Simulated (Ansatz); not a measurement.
Bi₂MgTe₃:
```yaml
crystal:
  lattice:
    - [4.19689, 0.00000, 0.00000]
    - [-2.09844, 3.63461, 0.00000]
    - [0.00000, 0.00000, 11.98083]
  atoms:
    - { symbol: Te, position: [0.33333, 0.66667, 0.64017] }
    - { symbol: Bi, position: [0.66667, 0.33333, 0.82238] }
    - { symbol: Te, position: [0.00000, 0.00000, 0.00000] }
    - { symbol: Bi, position: [0.33333, 0.66667, 0.17762] }
    - { symbol: Te, position: [0.66667, 0.33333, 0.35983] }
    - { symbol: Mg, position: [0.00000, 0.00000, 0.50000] }
```

Relaxed with r²SCAN+D4. Special points in fractions of this cell's reciprocal vectors: Γ (0.000, 0.000, 0.000); M (0.500, 0.000, 0.000); K (0.333, 0.333, 0.000); A (0.000, 0.000, 0.500); L (0.500, 0.000, 0.500); H (0.333, 0.333, 0.500).

Q: List the band energies nearest the Fermi level at these points for the program Ansatz at the r²SCAN+D4 level (PAW).

A: In eV from the Fermi level; about four levels below and three above (degenerate sets whole), none deeper than 8.9 eV; points with the same levels are listed once.

```tsv
k	below	above
Γ	-1.67 -1.67 -1.24 -1.24 -0.87	0.57 0.57 0.61
M	-2.48 -2.38 -2.30 -0.78	0.33 0.51 1.48
K	-3.24 -3.24 -3.23 -1.24	0.75 0.75 2.06
A	-1.48 -1.48 -1.40 -1.40	0.57 0.57 1.17
L	-2.98 -2.33 -1.81 -1.11	0.02 0.27 1.26
H	-2.09 -2.09 -0.40 -0.35 -0.35	0.98 2.96 2.96
```

Space group P-3m1. A made-up cell: these elements were put on the sites of a structure type; neither database checked (COD, Materials Project) lists it. Whether it is the stable phase at ambient conditions was not checked. Symmetry was held in the r²SCAN+D4 relaxation; whether a distortion lowers the energy is not shown. Scalar-relativistic: spin–orbit coupling is off unless named, which matters more the heavier the elements.

Potentials: the later of the program's two PAW sets.
